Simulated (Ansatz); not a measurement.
Ansatz (a program for electronic structure) input:

Ansatz 0.2 input:
```yaml
crystal:
  lattice:
    - [3.1272301809, 0.0, 0.0]
    - [-1.5636150904, 2.7082607801, 0.0]
    - [0.0, 0.0, 6.6297862447]
  atoms:
    - { symbol: Mo, position: [0.3333333333, 0.6666666667, 0.7271134539] }
    - { symbol: Mo, position: [0.3333333333, 0.6666666667, 0.2728865461] }
    - { symbol: Si, position: [0.0, 0.0, 0.0] }
    - { symbol: B, position: [0.0, 0.0, 0.5] }
    - { symbol: B, position: [0.6666666667, 0.3333333333, 0.5] }
kpoints:
  mp_grid: { grid: [11, 11, 5] }
  band_path:
    path:
      - [[0.0, 0.0, 0.0], [0.5, 0.0, 0.0], [0.3333333333, 0.3333333333, 0.0], [0.0, 0.0, 0.0], [0.0, 0.0, 0.5], [0.5, 0.0, 0.5], [0.3333333333, 0.3333333333, 0.5], [0.0, 0.0, 0.5]]  # Γ-M-K-Γ-A-L-H-A
      - [[0.5, 0.0, 0.5], [0.5, 0.0, 0.0]]  # L-M
      - [[0.3333333333, 0.3333333333, 0.5], [0.3333333333, 0.3333333333, 0.0]]  # H-K
    npoints: 8
basis: { xc_grid: 2 }
hamiltonian:
  xc: pbe
  pseudopotentials: { azcp: { folder: ./paw }, kind: paw_fr }
magnetization: { noncollinear: true, spin_orbit: true }
scf:
  n_extra_bands: 12
  convergence: { dr2_threshold: 0.0000000001 }
  occupations: { method: gaussian, width: 0.05 }
output: { eigenvalues: true }
```

Output (shortened):

```
Pseudopotential: Mo, paw, valence charge 14
Pseudopotential: Si, paw, valence charge 4
Pseudopotential: B, paw, valence charge 3
Functional definition: PBE
non-collinear run that drives no moment, with spin-orbit …
Crystal: 5 atoms, lattice volume = 56.150 Å³
Basis set: ecut = 420 eV, 1067 PW (Γ), exchange–correlation on 48×48×90 points (8 copies of the dense FFT grid, shifted against one another)
Bands: 50, of which v1, the nominal top of the filled ones, is band 38 counted from 1 (37 counted from 0)
Symmetry: 12 space group operations + 12 with time reversal
k-points: 48 of 605 (time reversal used)
Projection manifold: j_resolved (fully-relativistic pseudo-atomic orbitals)
SCF iter   1: F=—  HF=-10868.838088 eV  |F-HF|=—  |Δ(HF+E_count)|=         —  Δρ=1.36e-1  dr2=1.94e1  dr2_m=0.00e0 (ungated)  ethr=3.10e-3  |M|=0.00e0 ∫|m|=0.00e0 μB  |m|>n=0.0e0 m-floor=0.0e0 τ_xc=0.0e0  β_m=0.30  ⟨swp⟩=6.2  Hψ=11799  notcnv=0  defer=4
preconditioner: auto → Kerker (q_TF=auto, 2.556 Å⁻¹)
spin=Noncollinear: Kerker preconditioning applied to the charge; magnetization (m_x, m_y, m_z) channels mix plain (no charge-response kernel on spin).
SCF iter   2: F=—  HF=-10865.629217 eV  |F-HF|=—  |Δ(HF+E_count)|=    3.21e0  Δρ=7.92e-2  dr2=6.61e0  dr2_m=0.00e0 (ungated)  ethr=3.10e-3  |M|=0.00e0 ∫|m|=0.00e0 μB  |m|>n=0.0e0 m-floor=0.0e0 τ_xc=0.0e0  β_m=0.49  ⟨swp⟩=3.4  Hψ=5054  notcnv=0  defer=252
SCF iter   3: F=—  HF=-10864.117903 eV  |F-HF|=—  |Δ(HF+E_count)|=    1.51e0  Δρ=1.80e-2  dr2=2.61e-1  dr2_m=0.00e0 (ungated)  ethr=3.10e-3  |M|=0.00e0 ∫|m|=0.00e0 μB  |m|>n=0.0e0 m-floor=0.0e0 τ_xc=0.0e0  β_m=0.75  ⟨swp⟩=3.1  Hψ=4801  notcnv=0  defer=250
SCF iter   4: F=—  HF=-10864.106355 eV  |F-HF|=—  |Δ(HF+E_count)|=   1.15e-2  Δρ=8.05e-3  dr2=4.91e-2  dr2_m=0.00e0 (ungated)  ethr=6.88e-4  |M|=0.00e0 ∫|m|=0.00e0 μB  |m|>n=0.0e0 m-floor=0.0e0 τ_xc=0.0e0  β_m=0.67  ⟨swp⟩=3.3  Hψ=4558  notcnv=0  defer=222
SCF iter   5: F=—  HF=-10864.095511 eV  |F-HF|=—  |Δ(HF+E_count)|=   1.08e-2  Δρ=1.91e-3  dr2=1.78e-3  dr2_m=0.00e0 (ungated)  ethr=1.29e-4  |M|=0.00e0 ∫|m|=0.00e0 μB  |m|>n=0.0e0 m-floor=0.0e0 τ_xc=0.0e0  β_m=0.83  ⟨swp⟩=2.1  Hψ=3299  notcnv=0  defer=222
SCF iter   6: F=—  HF=-10864.095044 eV  |F-HF|=—  |Δ(HF+E_count)|=   4.67e-4  Δρ=3.62e-4  dr2=8.72e-5  dr2_m=0.00e0 (ungated)  ethr=4.69e-6  |M|=0.00e0 ∫|m|=0.00e0 μB  |m|>n=0.0e0 m-floor=0.0e0 τ_xc=0.0e0  β_m=0.92  ⟨swp⟩=2.4  Hψ=3564  notcnv=0  defer=222
SCF iter   7: F=—  HF=-10864.095029 eV  |F-HF|=—  |Δ(HF+E_count)|=   1.49e-5  Δρ=1.00e-4  dr2=9.74e-6  dr2_m=0.00e0 (ungated)  ethr=2.30e-7  |M|=0.00e0 ∫|m|=0.00e0 μB  |m|>n=0.0e0 m-floor=0.0e0 τ_xc=0.0e0  β_m=0.96  ⟨swp⟩=2.4  Hψ=3567  notcnv=0  defer=222
SCF iter   8: F=—  HF=-10864.095026 eV  |F-HF|=—  |Δ(HF+E_count)|=   3.09e-6  Δρ=2.56e-5  dr2=6.50e-7  dr2_m=0.00e0 (ungated)  ethr=2.56e-8  |M|=0.00e0 ∫|m|=0.00e0 μB  |m|>n=0.0e0 m-floor=0.0e0 τ_xc=0.0e0  β_m=0.97  ⟨swp⟩=2.2  Hψ=2943  notcnv=0  defer=222
SCF iter  11: F=-10864.095026 eV  HF=-10864.095026 eV  |F-HF|=3.64e-12  |Δ(HF+E_count)|=  4.73e-11  Δρ=9.07e-8  dr2=5.41e-12  dr2_m=0.00e0 (ungated)  ethr=1.00e-12  |M|=0.00e0 ∫|m|=0.00e0 μB  |m|>n=0.0e0 m-floor=0.0e0 τ_xc=0.0e0  ⟨swp⟩=10.8  Hψ=7889  notcnv=0
SCF 1 converged in 11 iterations: F = -10864.095026 eV  dr2 = 5.41e-12
NSCF: frozen V_eff on 75 k-points
SCF converged after 11 iterations
Magnetization: |M| = 0.0000 μB,  M = (+0.0000, +0.0000, +0.0000) μB
Absolute magnetization: 0.0000 μB (∫|m|)
  site 0: m = (+0.0000, +0.0000, +0.0000) μB, |m| = 0.0000 μB  (R = 0.97 Å)
  site 1: m = (+0.0000, +0.0000, +0.0000) μB, |m| = 0.0000 μB  (R = 0.97 Å)
  site 2: m = (+0.0000, +0.0000, +0.0000) μB, |m| = 0.0000 μB  (R = 1.05 Å)
  site 3: m = (+0.0000, +0.0000, +0.0000) μB, |m| = 0.0000 μB  (R = 0.74 Å)
  site 4: m = (+0.0000, +0.0000, +0.0000) μB, |m| = 0.0000 μB  (R = 0.74 Å)
Free energy (F): -10864.095026 eV
Harris-Foulkes:  -10864.095026 eV  (|F-HF|=3.64e-12)
Internal energy: -10864.090401 eV  (E = F + TS)
E sigma→0 (E₀):  -10864.092713 eV
Entropy (-TS):   -0.004625 eV (-0.925 meV/atom)
Fermi energy:    17.504453 eV
--- Per-component energies (eV) ---
  E_band       = -120.224146
  E_kinetic    = 990.420218
  E_local      = -2117.764505  (includes V_loc(G=0)·N_el)
  E_nonlocal   = 335.133221
  E_hartree    = 783.618226
  E_xc         = -477.589619
  E_vxc        = -568.625656  (∫ρ·V_xc dr)
  E_paw        = -7094.048130  (= ΣΔE_a)
  E_vpaw       = -326.623955  (= ΣTr[D̂ρ^β])
  E_aug_tail   = 0.000157  (compensation charges beyond the density's cutoff)
  E_ewald      = -3283.859969
  E_smearing   = -0.004625  (= −TS)
  E_closure    =  0.000000  (closes the sum)
  Σ components = -10864.095026   (vs F -10864.095026, Δ=0.00e0)
  [band-id]    e_kinetic+e_local+e_nonlocal+2·e_hartree+e_vxc+e_vpaw+e_augmentation_tail = -120.224067   (vs E_band -120.224146, Δ=7.90e-5)
--- Band table (eV; the first three rows and the last of 48) ---
  k-point 0: bands = ["-43.8439", "-43.8439", "-43.8208", "-43.8208", "-19.6339", "-19.6339", "-19.5441", "-19.5441", "-17.2914", "-17.2914", "-17.1040", "-17.1040", "-16.9669", "-16.9669", "-16.9364", "-16.9364", "3.8844", "3.8844", "7.4362", "7.4362", …
  k-point 1: bands = ["-43.8432", "-43.8432", "-43.8214", "-43.8214", "-19.6295", "-19.6295", "-19.5479", "-19.5479", "-17.2834", "-17.2834", "-17.1133", "-17.1133", "-16.9660", "-16.9660", "-16.9373", "-16.9373", "3.9619", "3.9619", "7.0738", "7.0738", …
  k-point 2: bands = ["-43.8421", "-43.8421", "-43.8225", "-43.8225", "-19.6215", "-19.6215", "-19.5549", "-19.5549", "-17.2683", "-17.2683", "-17.1306", "-17.1306", "-16.9644", "-16.9644", "-16.9389", "-16.9389", "4.1066", "4.1066", "6.6098", "6.6098", …
  k-point 47: bands = ["-43.7893", "-43.7893", "-43.7702", "-43.7702", "-19.7470", "-19.7417", "-19.7061", "-19.7010", "-17.3332", "-17.3310", "-17.3052", "-17.2957", "-17.2527", "-17.2432", "-17.1792", "-17.1765", "7.2550", "7.2552", "7.8156", "7.8172", …
```

Cost: roughly 50 core-seconds on shared cores.

Space group P-6m2. The start of the workflow was typed in or built on a structure type; neither database checked (COD, Materials Project) lists it. Whether it is the stable phase at ambient conditions was not checked. The cell was relaxed with PBE under the symmetry of its start; whether a distortion lowers the energy is not shown. The run is not spin-polarised.

Potentials: the earlier of the program's two PAW sets.

Ansatz is a plane-wave DFT program.
